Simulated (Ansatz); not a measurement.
Relaxed TiN (rock salt):

```
TiN
1.0
    0.00000     2.11666     2.11666
    2.11666     0.00000     2.11666
    2.11666     2.11666     0.00000
N Ti
1 1
Direct
  0.00000   0.00000   0.00000
  0.50000   0.50000   0.50000
```

All values below come from r2SCAN (plane waves to 500 eV, PAW, scalar-relativistic; Ansatz, a first-principles code). k mesh 15×15×15 (Γ-centred), Fermi-Dirac smearing 0.05 eV. With partly filled bands, energies and forces of such displacements shift with the k mesh and the smearing. The PAW data are Ansatz's earlier set. TiN is run without spin polarisation. TiN was relaxed with its symmetry unable to fall.

One atom of the cell was then moved (with its periodic images), all else fixed, and the forces (eV/Å) came out as:

```json
[
 {"atom": "N1", "Fx": "-1.881", "Fy": "0.000", "Fz": "0.000"},
 {"atom": "Ti2", "Fx": "1.881", "Fy": "0.000", "Fz": "0.000"}
]
```

With two atoms only their relative shift counts; take N1 as fixed.

Problem. Which atom was moved, and by which vector (Å)?

Solution. Ti2, by (-0.17, 0.00, 0.00), 0.17 Å in all.

(For displaced atoms, the force is minus the slope of the energy, and its curvature is a force constant, which sets phonon frequencies.)
